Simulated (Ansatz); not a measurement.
With the program Ansatz at the r²SCAN+D4 level (PAW), CuI in the hexagonal phase (P6_422; Cu on 3d, I on 3c) relaxes to a = 4.191 Å, c = 9.724 Å. Against the elements it lies at -0.063 eV/atom, with no fitted shifts.

It is gapped at this level: 1.19 eV (indirect). The valence maximum lies at A and the conduction minimum at Γ. HSE06 on the same cell gives 2.08 eV. Gap from r²SCAN+D4 with spin–orbit coupling: 1.17 eV. The electron mass is 0.17 mₑ (isotropic). The hole mass is 0.38, 0.38, 0.63 mₑ (principal values). The magnetic state found is non-magnetic (starting moments vanished).

The bulk modulus is 49.0 GPa. Bader charges are Cu +0.39, I -0.39 e.

The start of the workflow was typed in or built on a structure type; neither database checked (COD, Materials Project) lists it. It is not the phase usual at ambient conditions (space group No. 216). The cell was relaxed with r²SCAN+D4 under the symmetry of its start; its stability against distortions is not shown here. The workflow began spin-polarised and lost its moments. The volume moved by -31 % from the start of the relaxation. Point labels and valley counts follow the cell and symmetry of the run, lower than the named group. The references are the lowest solids computed at this level, not always the standard phases. Scalar-relativistic: spin–orbit coupling is off unless named, which matters more the heavier the elements.

Potentials: the later of the program's two PAW sets.
